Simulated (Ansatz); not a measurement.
An Ansatz (a program for electronic structure) run. Input:

Ansatz 0.2 input:
```yaml
crystal:
  lattice:
    - [4.1237289781, 0.0, 0.0]
    - [-2.0618644891, 3.5712540534, 0.0]
    - [0.0, 0.0, 5.4420645356]
  atoms:
    - { symbol: Sn, position: [0.6666666667, 0.3333333333, 0.75] }
    - { symbol: Sn, position: [0.3333333333, 0.6666666667, 0.25] }
    - { symbol: Pt, position: [0.0, 0.0, 0.5] }
    - { symbol: Pt, position: [0.0, 0.0, 0.0] }
kpoints:
  mp_grid: { grid: [11, 11, 8] }
hamiltonian:
  xc: pbesol
  pseudopotentials: { kind: paw }
scf:
  occupations: { method: fermi_dirac, width: 0.1 }
phonons:
  method: dfpt
  response_accuracy: low
  eigenvectors: true
  rigid_motions: translations
```

Output (shortened):

```
Pseudopotential: Sn, paw, valence charge 14
Pseudopotential: Pt, paw, valence charge 18
Functional definition: PBEsol
Crystal: 4 atoms, lattice volume = 80.145 Å³
Basis set: ecut = 420 eV, 1555 PW (Γ), exchange–correlation on 60×60×80 points (8 copies of the dense FFT grid, shifted against one another)
Bands: 39, of which v1, the nominal top of the filled ones, is band 32 counted from 1 (31 counted from 0)
Symmetry: 24 space group operations
k-points: 270 of 968 (irreducible under 2 space group operations, time reversal used)
SCF iter   1: F=—  HF=-36669.569720 eV  |F-HF|=—  |Δ(HF+E_count)|=         —  Δρ=5.10e-3  dr2=2.13e-2  ethr=1.77e-3  ⟨swp⟩=6.9  Hψ=42617  notcnv=0  defer=29
preconditioner: auto → LDOS
SCF iter   2: F=—  HF=-36669.567636 eV  |F-HF|=—  |Δ(HF+E_count)|=   2.08e-3  Δρ=3.65e-3  dr2=1.09e-2  ethr=3.33e-5  ⟨swp⟩=2.1  Hψ=20874  notcnv=0  defer=153
SCF iter   3: F=—  HF=-36669.564056 eV  |F-HF|=—  |Δ(HF+E_count)|=   3.58e-3  Δρ=3.90e-4  dr2=9.88e-5  ethr=1.70e-5  ⟨swp⟩=2.0  Hψ=16833  notcnv=0  defer=153
SCF iter   4: F=—  HF=-36669.564022 eV  |F-HF|=—  |Δ(HF+E_count)|=   3.42e-5  Δρ=6.37e-5  dr2=1.74e-6  ethr=1.54e-7  ⟨swp⟩=2.0  Hψ=18437  notcnv=0  defer=153
SCF iter   5: F=—  HF=-36669.564025 eV  |F-HF|=—  |Δ(HF+E_count)|=   3.46e-6  Δρ=1.25e-5  dr2=9.56e-8  ethr=2.72e-9  ⟨swp⟩=2.0  Hψ=19117  notcnv=0  defer=153
SCF iter   6: F=—  HF=-36669.564025 eV  |F-HF|=—  |Δ(HF+E_count)|=   1.28e-9  Δρ=3.18e-6  dr2=3.26e-9  ethr=1.49e-10  ⟨swp⟩=2.0  Hψ=16717  notcnv=0  defer=153
SCF iter   7: F=—  HF=-36669.564025 eV  |F-HF|=—  |Δ(HF+E_count)|=   1.19e-9  Δρ=5.29e-7  dr2=1.43e-10  ethr=5.10e-12  ⟨swp⟩=2.5  Hψ=17882  notcnv=0  defer=153
SCF iter   8: F=-36669.564025 eV  HF=-36669.564025 eV  |F-HF|=7.28e-12  |Δ(HF+E_count)|=  7.28e-11  Δρ=7.98e-8  dr2=3.29e-12  ethr=1.00e-12  ⟨swp⟩=9.2  Hψ=50944  notcnv=0
SCF 1 converged in 8 iterations: F = -36669.564025 eV  dr2 = 3.29e-12
DFPT response loops at Γ: preconditioner auto → Kerker (q_TF=auto, 2.628 Å⁻¹) (partly filled bands, converged f_vac=0.011) …
SCF converged after 8 iterations
Free energy (F): -36669.564025 eV
Harris-Foulkes:  -36669.564025 eV  (|F-HF|=7.28e-12)
Internal energy: -36669.515065 eV  (E = F + TS)
E sigma→0 (E₀):  -36669.539545 eV
Entropy (-TS):   -0.048961 eV (-12.240 meV/atom)
Fermi energy:    16.073168 eV
--- Per-component energies (eV) ---
  E_band       = -549.214327
  E_kinetic    = 1657.038475
  E_local      = -5495.129252  (includes V_loc(G=0)·N_el)
  E_nonlocal   = 346.010899
  E_hartree    = 2523.555880
  E_xc         = -1280.249308
  E_vxc        = -800.710625  (∫ρ·V_xc dr)
  E_paw        = -26770.233307  (= ΣΔE_a)
  E_vpaw       = -1303.535938  (= ΣTr[D̂ρ^β])
  E_aug_tail   = 0.000389  (compensation charges beyond the density's cutoff)
  E_ewald      = -7651.652483
  E_core_change = 1.143642  (= ΣΔE_core)
  E_smearing   = -0.048961  (= −TS)
  E_closure    =  0.000000  (closes the sum)
  Σ components = -36669.564025   (vs F -36669.564025, Δ=0.00e0)
  [band-id]    e_kinetic+e_local+e_nonlocal+2·e_hartree+e_vxc+e_vpaw+e_augmentation_tail = -549.214291   (vs E_band -549.214327, Δ=3.67e-5)
--- Band table (eV; the first three rows and the last of 270) ---
  k-point 0: bands = ["-82.6142", "-82.5993", "-37.0566", "-36.7937", "-36.7937", "-36.7635", "-36.7635", "-36.7447", "-5.4104", "-5.4104", "-5.3572", "-5.3572", "-5.3530", "-5.3392", "-5.3392", "-5.3347", "-5.3142", "-5.3142", "4.6969", "9.6521", "9.9314", …
  k-point 1: bands = ["-82.6136", "-82.5998", "-37.0450", "-36.7926", "-36.7926", "-36.7646", "-36.7646", "-36.7568", "-5.4077", "-5.4077", "-5.3579", "-5.3579", "-5.3522", "-5.3390", "-5.3390", "-5.3352", "-5.3165", "-5.3165", "4.7892", "8.7247", "10.4874", …
  k-point 2: bands = ["-82.6120", "-82.6014", "-37.0116", "-36.7911", "-36.7893", "-36.7893", "-36.7679", "-36.7679", "-5.4000", "-5.4000", "-5.3606", "-5.3606", "-5.3498", "-5.3384", "-5.3384", "-5.3369", "-5.3224", "-5.3224", "5.0629", "7.7427", "10.8238", …
  k-point 269: bands = ["-82.6136", "-82.5998", "-37.0445", "-36.7946", "-36.7933", "-36.7662", "-36.7655", "-36.7568", "-5.4156", "-5.3794", "-5.3708", "-5.3626", "-5.3450", "-5.3359", "-5.3220", "-5.3158", "-5.3152", "-5.3114", "6.7120", "8.0935", "9.8080", …
--- Phonons (Γ-DFPT): 4 representative perturbations + reference, on 270 of 968 k-points (Σ response iterations 12) ---
  ASR residual: 5.674e-4 → 0.000e0 eV/Å²; symmetrization residual: 4.923e-4 eV/Å²
  ASR residual per site (eV/Å²): 1.10e-4 1.10e-4 5.67e-4 5.67e-4
  Γ frequencies (cm⁻¹): 0.00 0.00 0.00 76.28 76.28 119.90 140.42 140.42 147.09 163.93 163.93 190.85
  non-analytic LO–TO correction: not included (Born effective charges unavailable; polar crystals: no LO–TO splitting at Γ)
```

Cost: very roughly 6 core-minutes on shared cores.

Space group P6_3/mmc (NiAs type). The first step of the workflow began from a Materials Project structure, measured or hypothetical; the Crystallography Open Database files this formula in space group No. 194, but the cells were not matched. Its standing as an ambient phase is unchecked. The cell was relaxed with PBEsol under the symmetry of its start; its stability against distortions is not shown here. The run is not spin-polarised. As this level gives no gap, phonon frequencies hold no LO–TO term and depend on the k-mesh and smearing (Fermi–Dirac, 0.1 eV here). Scalar-relativistic: spin–orbit coupling is off unless named, which matters more the heavier the elements.

Potentials: the later of the program's two PAW sets.

Ansatz is a plane-wave DFT program.
